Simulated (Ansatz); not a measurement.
Method: DFT PBE, scalar-relativistic, plane waves, PAW in Ansatz. All cells share a 420 eV cutoff and Γ-centred k meshes spaced at most about 0.3 Å⁻¹ (about 0.25 or finer for metals, 2π included). Collinear spin in cells that started with moments and kept them past the coarse steps, no spin elsewhere.

Each of these unrelaxed guesses is relaxed in cell and atoms within its symmetry. A guess keeps its type if space group and coordination stay and the shape of the cell changes little (axis ratios within about 15 %, angles within 6°); the volume may change.

1. Sc2AlP3

Space group P-4m2 (No. 115). a = 4.191 Å, b = 4.191 Å, c = 6.112 Å, α = 90.00°, β = 90.00°, γ = 90.00°
```tsv
atom	site	symmetry	x	y	z
Sc	2g	2mm.	0.0000	0.5000	0.7303
Al	1a	-4m2	0.0000	0.0000	0.0000
P	2f	2mm.	0.5000	0.5000	0.8142
P	1c	-4m2	0.5000	0.5000	0.5000
```

2. Co2Sn (collinear spin from parallel moments)

Space group P4_2/mmc (No. 131). a = 4.291 Å, b = 4.291 Å, c = 5.146 Å, α = 90.00°, β = 90.00°, γ = 90.00°
| atom | site | symmetry | x | y | z |
| --- | --- | --- | --- | --- | --- |
| Co | 2c | mmm. | 0.0000 | 0.5000 | 0.0000 |
| Co | 2a | mmm. | 0.0000 | 0.0000 | 0.0000 |
| Sn | 2b | mmm. | 0.5000 | 0.5000 | 0.0000 |

**Question.** Which guesses survive the relaxation?

**Answer.** Guess 2 keeps its type.

```json
{"guess": "1", "kept": "no", "start group": "P-4m2", "end group": "P-4m2", "V start (Å³/atom)": "17.9", "V end": "21.7", "b/a and c/a, end over start": "1.00, 1.59", "nearest neighbours start": "Al 4, P 2/3, Sc 2", "nearest neighbours end": "Al 8, P 1/4, Sc 4"}
{"guess": "2", "kept": "yes", "start group": "P4_2/mmc", "end group": "P4_2/mmc", "V start (Å³/atom)": "15.8", "V end": "20.5", "b/a and c/a, end over start": "1.00, 0.96", "nearest neighbours start": "Co 2/4, Sn 2", "nearest neighbours end": "Co 2/4, Sn 2"}
```

Neighbours count within 15 % of an atom's shortest distance; end groups are read at 0.02 Å (0.05 Å in metals).

Another magnetic order may lie lower. Cells relaxed within their symmetry can be saddle points.

In counts of neighbours, a slash parts the counts of unlike sites.
